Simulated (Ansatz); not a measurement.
# Moving the dispersion correction in Co4Al

The cell as given:

```cif
data_structure
_symmetry_space_group_name_H-M 'P 1'
_symmetry_Int_Tables_number 1
_cell_length_a 10.0849
_cell_length_b 10.0849
_cell_length_c 10.0849
_cell_angle_alpha 14.691
_cell_angle_beta 14.691
_cell_angle_gamma 14.691
_cell_volume 57.44
loop_
_atom_site_label
_atom_site_type_symbol
_atom_site_fract_x
_atom_site_fract_y
_atom_site_fract_z
_atom_site_occupancy
Co1 Co 0.40114 0.40114 0.40114 1
Co2 Co 0.79968 0.79968 0.79968 1
Co3 Co 0.20032 0.20032 0.20032 1
Co4 Co 0.59886 0.59886 0.59886 1
Al1 Al 0.00000 0.00000 0.00000 1
```

The cell comes from a database or a generator and needn't be the stable form of this composition.

Kept alike: task relaxation of cell and atoms; functional PBEsol; k mesh 12 × 12 × 12; occupations fermi-dirac, width 0.05 eV; collinear spin, ferromagnetic start. Program: Ansatz, Ansatz PAW, cutoff 420 eV. The mesh is that of the run's cell of 5 atoms. No spin-orbit coupling.

```csv
dispersion correction,volume (Å³/atom),largest site moment (μB)
D3(BJ),10.672,1.66
D3(BJ)-ATM,10.744,1.67
D4,10.810,1.68
none,11.001,1.70
```

The relaxations keep at least the cell's symmetry (R-3m). For a metal such a mesh leaves the last digits unconverged. Relaxations stop with a little pressure left, so the last digits of a volume or edge aren't settled. Ansatz's relaxations hold a Pulay term in the stress (up to 0.2 GPa here). The runs hold the magnetic state that their start led to, which needn't be the lowest. Site moments count inside each atom's sphere or projector. All rows use potentials made for PBE.

What does the dispersion correction change here?

The volume runs from 10.672 (D3(BJ)) to 11.001 Å³/atom (none). Against no correction: D3(BJ) -3.0 %; D3(BJ)-ATM -2.3 %; D4 -1.7 %. Dispersion terms mostly attract and so lower the volume; the schemes' coefficients and damping set how far. The largest site moment runs from 1.66 (D3(BJ)) to 1.70 μB (none).
